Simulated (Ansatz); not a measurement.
Two states of K₂LiCuF₆

```
CELL_PARAMETERS angstrom
0.00000 4.08098 4.08098
4.08098 0.00000 4.08098
4.08098 4.08098 0.00000
ATOMIC_POSITIONS crystal
Cu 0.00000 0.00000 0.00000
F 0.77070 0.22930 0.22930
F 0.22930 0.77070 0.22930
F 0.22930 0.77070 0.77070
F 0.77070 0.22930 0.77070
F 0.22930 0.22930 0.77070
F 0.77070 0.77070 0.22930
K 0.25000 0.25000 0.25000
K 0.75000 0.75000 0.75000
Li 0.50000 0.50000 0.50000
```

Method: r2SCAN, with U_eff = 2.62 eV on Cu d (all-electron-ortho-atomic projectors); PAW, plane waves to 500 eV, 5×5×5 Γ-centred mesh, fermi-dirac occupations (width 0.0956 eV) (Ansatz 0.2.0), atoms fixed.

State A: Cu1 up (collinear spin). State B: no moments (no spin polarisation).

Which state is lower, and how do they differ?

State A is lower by 144.6 meV an atom at zero smearing; in free energy at this smearing B lies +133.7 meV an atom from A.

| state | free energy (meV/atom) | largest moment in a small sphere (μB) | net moment (μB/cell) | gap on mesh (eV) | pressure (GPa) | largest force (eV/Å) |
| --- | --- | --- | --- | --- | --- | --- |
| A | 0.0 | 1.24 | 2.00 | 2.40 | -1.7 | 0.75 |
| B | 133.7 | 0.00 | 0.00 | metal | -0.8 | 1.02 |

Origin: a known structure type with other elements, at an estimated volume, so it need not be a known compound. Caveats: an odd or shifted mesh can miss the band edges, so this level's true gap may be smaller; the Fermi level lies in a narrow band between gaps, which spin or distortion may split.
